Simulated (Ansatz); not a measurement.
**Data sheet: La (DFT)**

La:
```xyz
4
Lattice="3.6489 0.0000 0.0000 -1.8245 3.1601 0.0000 0.0000 0.0000 11.7571" Properties=species:S:1:pos:R:3 pbc="T T T"
La     0.0000     0.0000     0.0000
La     0.0000     0.0000     5.8785
La     0.0000     2.1067     2.9393
La     1.8245     1.0534     8.8178
```

Space group P6_3/mmc (No. 194), dhcp (α-La type); conventional cell a = b = 3.649 Å, c = 11.757 Å, α = β = 90.00°, γ = 120.00°.

Method: PBEsol in the plane-wave PAW code Ansatz. The cell and atoms are relaxed at this level. Other levels are named where they apply.

Cell and energy:

* **Volume per atom**: 33.89 Å³
* **Density**: 6.81 g/cm³

Electronic structure:

- Electronic character = metallic (no gap)
- Density of states at the Fermi level = 1.5 states/eV per atom (mean over ±0.08 eV)

Symmetry was held in the PBEsol relaxation. Axis ratios of metals converge slowly with the k-mesh, so a and c are less sure than the volume. Spin–orbit coupling is left out wherever it is not named.

Potentials: the later of the program's two PAW sets.
